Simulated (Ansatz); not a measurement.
# Nb: enthalpies of structure types against pressure

All-electron LAPW in Ansatz 0.2.0 under PBEsol, scalar-relativistic, energies extrapolated to zero smearing. Each structure type was compressed from its own relaxed volume, symmetry kept and shape relaxed on PAW files, and E(V) was fitted to energies and pressures; H = E + pV has no temperature or zero-point term. Only these types were tried: bcc (Im-3m, 16×16×16 mesh, 17.52 Å³/atom at rest); hcp (P6_3/mmc, 17×17×9 mesh, 18.03 Å³/atom at rest); fcc (Fm-3m, 16×16×16 mesh, 18.14 Å³/atom at rest); sc (Pm-3m, 14×14×14 mesh, 19.32 Å³/atom at rest). Spin polarisation is left out. Spin–orbit coupling is left out; Fermi–Dirac smearing is 0.05 to 0.1 eV. Enthalpies carry a few meV/atom of noise from meshes and fits.

Enthalpies against bcc:

```tsv
p (GPa)	bcc (meV/atom)	hcp (meV/atom)	fcc (meV/atom)	sc (meV/atom)
0	0	314	352	1033
17	0	362	411	1192
46	0	426	489	1391
86	0	503	578	1617
170	0	611	685	1999
290	0	660	697	2419
430	0	643	627	2841
550	0	607	561	3196
```

What sequence of phases does this give?

Among the types tried, bcc is lowest at zero pressure and stays so up to 570 GPa.
